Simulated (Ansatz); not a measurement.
## Hf: levels along high-symmetry lines

```
Hf
1.0
     0.00000    2.22000    2.22000
     2.22000    0.00000    2.22000
     2.22000    2.22000    0.00000
Hf
1
Direct
  0.00000 0.00000 0.00000
```

The geometry is COD entry 1534929, unchecked; take it as a test cell.

Spin–orbit coupling is left out, though it moves levels of the heavy atoms by tenths of an eV or more.

These are results of DFT, LDA, all-electron LAPW, scalar-relativistic (Ansatz 0.2.0), not measurements.

Numerical set-up: a Γ-centred 13×13×13 k mesh, Fermi–Dirac smearing of 0.03 eV, basis error target 1 meV/atom, no spin polarisation.

Points in fractions of the reciprocal vectors of this cell: Γ (0, 0, 0), X (0.5, 0, 0.5), U (0.625, 0.25, 0.625), K (0.375, 0.375, 0.75), L (0.5, 0.5, 0.5), W (0.5, 0.25, 0.75). The path joins them by straight lines in the order Γ–X–U–K–Γ–L–W–X; legs that retrace an earlier one aren't tabulated. Energies are in eV from the Fermi level.

Task: Metal or insulator at this level of theory?

Result: No gap opens: metallic or semimetallic.

Task: Tabulate bands 15 to 20, counted from the lowest band of the run, along the path.

Result: 
```
k (1/Å)  point  band 15  band 16  band 17  band 18  band 19  band 20
   0.00      Γ   -11.56   -11.56    -7.24     1.34     1.34     1.34
   0.20          -11.56   -11.56    -6.99     1.06     1.49     1.49
   0.40          -11.57   -11.57    -6.29     0.39     1.92     1.92
   0.61          -11.59   -11.59    -5.26    -0.41     1.87     2.64
   0.81          -11.60   -11.60    -4.15    -1.16     1.14     3.63
   1.01          -11.61   -11.59    -3.45    -1.74     1.26     4.85
   1.21          -11.60   -11.58    -3.32    -2.10     2.17     6.20
   1.42      X   -11.60   -11.58    -3.34    -2.23     2.75     6.36
   1.49          -11.60   -11.58    -3.32    -2.21     2.68     6.25
   1.56          -11.60   -11.58    -3.24    -2.15     2.50     5.98
   1.63          -11.60   -11.58    -3.11    -2.05     2.23     5.61
   1.70          -11.60   -11.58    -2.95    -1.92     1.91     5.20
   1.77          -11.60   -11.58    -2.75    -1.76     1.58     4.78
   1.84          -11.59   -11.58    -2.53    -1.60     1.25     4.38
   1.92      U   -11.59   -11.58    -2.29    -1.45     0.93     4.00
   2.04          -11.59   -11.58    -2.11    -1.36     0.68     3.62
   2.16          -11.59   -11.58    -1.85    -1.23     0.28     3.15
   2.29          -11.60   -11.58    -1.61    -1.10    -0.09     2.86
   2.41          -11.60   -11.58    -1.61    -1.10    -0.09     2.86
   2.53          -11.59   -11.58    -1.85    -1.23     0.28     3.15
   2.66          -11.59   -11.58    -2.11    -1.36     0.68     3.62
   2.78      K   -11.59   -11.58    -2.29    -1.45     0.93     4.00
   3.00          -11.59   -11.58    -1.73    -1.20     0.15     3.10
   3.21          -11.58   -11.58    -2.44    -0.40    -0.30     2.59
   3.43          -11.60   -11.57    -3.72    -0.36     0.57     2.49
   3.64          -11.59   -11.57    -5.05    -0.07     1.38     2.45
   3.85          -11.57   -11.57    -6.19     0.48     1.69     1.84
   4.07          -11.57   -11.56    -6.96     1.07     1.47     1.49
   4.28      Γ   -11.56   -11.56    -7.24     1.34     1.34     1.34
   4.46          -11.57   -11.56    -7.06     1.16     1.43     1.43
   4.63          -11.58   -11.56    -6.53     0.74     1.63     1.63
   4.81          -11.59   -11.56    -5.75     0.29     1.74     1.74
   4.98          -11.60   -11.56    -4.89     0.02     1.61     1.61
   5.16          -11.60   -11.56    -4.18     0.13     1.37     1.37
   5.33          -11.59   -11.56    -3.80     0.54     1.18     1.18
   5.51      L   -11.59   -11.56    -3.70     0.79     1.11     1.11
   5.65          -11.59   -11.56    -3.57     0.51     1.12     1.22
   5.79          -11.59   -11.57    -3.20    -0.02     0.95     1.54
   5.94          -11.58   -11.58    -2.64    -0.58     0.61     2.04
   6.08          -11.59   -11.58    -1.95    -1.09     0.23     2.59
   6.22          -11.59   -11.58    -1.49    -1.24    -0.09     2.84
   6.37          -11.60   -11.58    -1.74    -0.64    -0.31     2.65
   6.51      W   -11.60   -11.58    -1.83    -0.38    -0.38     2.49
   6.61          -11.60   -11.58    -1.94    -0.84     0.13     2.69
   6.71          -11.60   -11.58    -2.23    -1.25     0.67     3.22
   6.81          -11.60   -11.58    -2.57    -1.59     1.23     3.97
   6.91          -11.60   -11.58    -2.88    -1.87     1.77     4.79
   7.01          -11.60   -11.58    -3.13    -2.06     2.26     5.57
   7.12          -11.60   -11.58    -3.29    -2.18     2.62     6.15
   7.22      X   -11.60   -11.58    -3.34    -2.23     2.75     6.36
```
